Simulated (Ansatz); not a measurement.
An Ansatz (a first-principles code) input:

Ansatz 0.2 input:
```yaml
crystal:
  lattice:
    - [0.0, 2.5888435843, 2.5888435843]
    - [2.5888435843, 0.0, 2.5888435843]
    - [2.5888435843, 2.5888435843, 0.0]
  atoms:
    - { symbol: Se, position: [0.75, 0.75, 0.75] }
    - { symbol: Be, position: [0.0, 0.0, 0.0] }
kpoints:
  mp_grid: { grid: [7, 7, 7] }
hamiltonian:
  xc: hse06
  pseudopotentials: { kind: paw }
scf:
  n_extra_bands: 6
  occupations: { method: fixed }
output:
  eigenvalues: true
  eigenstates:
    e_range: [-9.0, 12.0]
    kpoints:
      - [0.0, 0.0, 0.0]  # VBM
      - [0.0, 0.5, 0.5]  # CBM
      - [0.0, 0.0, 0.0]  # GAMMA
      - [0.5, 0.0, 0.5]  # X
      - [0.5, 0.5, 0.5]  # L
      - [0.5, 0.25, 0.75]  # W
      - [0.375, 0.375, 0.75]  # K
      - [0.625, 0.25, 0.625]  # U
```

### Question
How many symmetry operations and irreducible k-points will the run report?

### Answer
24 operations, 20 of 343 k-points.

### Question
With a cutoff of 420 eV, how many plane waves at Γ?

### Answer
645.

It took very roughly 80 core-seconds on shared server cores.

The points marked VBM and CBM come from a semilocal run.

Space group F-43m (zinc blende). The cell was relaxed with PBE under the symmetry of its start; phonons on a q-mesh show no instability.

Potentials: the later of the program's two PAW sets.

Ansatz is a plane-wave DFT program.
